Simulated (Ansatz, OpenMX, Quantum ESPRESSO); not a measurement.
**One calculation of Cu4Au3, 3 ways**

```
Cu Au
1.0
     2.80000    0.00000    0.00000
     0.00000    2.80000    0.00000
     0.00000    0.00000   26.01000
Cu Au
4 3
Direct
  0.50000 0.50000 0.28835
  0.50000 0.50000 0.42945
  0.50000 0.50000 0.57055
  0.50000 0.50000 0.71165
  0.00000 0.00000 0.35890
  0.00000 0.00000 0.50000
  0.00000 0.00000 0.64110
```

Alike in all runs: functional PBE; k mesh 9 × 9 × 1; occupations fermi-dirac, width 0.05 eV; no spin polarisation; no spin-orbit coupling.

```csv
program and potentials,plane-wave cutoff (eV),notes,largest force (eV/Å)
"Ansatz, Ansatz PAW",420,19 valence electrons an atom on average,0.342
"OpenMX, OpenMX 2013 PBE set, Cu6.0H-s3p2d2, Au7.0-s3p2d2f1, grid cutoff 500 Ry",-,atomic basis; 18.14 valence electrons an atom on average,0.301
"Quantum ESPRESSO, Ansatz NC SR PBE",1252,19 valence electrons an atom on average,0.342
```

Force on atom 2 (Au), eV/Å:

```
                                                        program and potentials      x      y       z
                                                            Ansatz, Ansatz PAW  0.000  0.000  -0.342
OpenMX, OpenMX 2013 PBE set, Cu6.0H-s3p2d2, Au7.0-s3p2d2f1, grid cutoff 500 Ry  0.000  0.000  -0.301
                                            Quantum ESPRESSO, Ansatz NC SR PBE  0.000  0.000  -0.342
```

Rows in atomic bases carry the error of their basis and grid, which can be large.

The functional is the same throughout but for its coding, so the spread measures potentials, basis and numerics; runs on potential files found faulty are left out.
